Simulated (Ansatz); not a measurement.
All numbers below come from DFT PBE, scalar-relativistic, plane waves, PAW (Ansatz). The final run on the 12-atom cell used 420 eV, a Γ-centred 10×10×2 mesh, 0.02 eV smearing and no spin polarisation.

The zero of energy is the elements' standard structures at the same level; no fitted shifts are applied.

Question: Find a candidate tetragonal narrow-gap semiconductor with formula AlGa₅As₆, with a gap near 0.4 eV, a formation energy near −0.37 eV/atom and about 24 Å³ per atom, in a cell of 12 atoms.

Answer: AlGa₅As₆, space group P-4m2 (No. 115). Al is surrounded by 4 As at 2.48 Å; Ga on a site of symmetry 2mm is surrounded by 4 As at 2.49 Å; Ga on a site of symmetry -4m2 is surrounded by 4 As at 2.49 Å; As on its first site has 4 Ga at 2.49 Å; 3 more sites not described.

```xyz
12
Lattice="4.0615 0.0000 0.0000 0.0000 4.0615 0.0000 0.0000 0.0000 17.2193" Properties=species:S:1:pos:R:3 pbc="T T T"
Al    0.0000    0.0000    8.6096
Ga    0.0000    0.0000   14.3466
Ga    2.0307    2.0307    0.0000
Ga    0.0000    0.0000    2.8727
Ga    2.0307    2.0307    5.7442
Ga    2.0307    2.0307   11.4750
As    2.0307    0.0000   15.7829
As    0.0000    2.0307    1.4363
As    2.0307    0.0000    4.3082
As    0.0000    2.0307    7.1860
As    2.0307    0.0000   10.0332
As    0.0000    2.0307   12.9111
```

- Volume per atom: 23.67 Å³
- Density: 4.82 g/cm³
- Energy over the elements: −0.374 eV/atom
- Gap on the 10×10×2 mesh of the 12-atom cell: 0.40 eV

The structure comes from a generated guess, relaxed at this level; another structure or a mixture of phases may lie lower. Other answers may fit too; this one was computed.

Kohn–Sham gaps at this level usually fall short of measured ones. The reference form of As is held partly by dispersion forces, which this level lacks. A later test with randomly moved atoms came back to the same energy, though modes that don't fit the test's cell weren't probed.
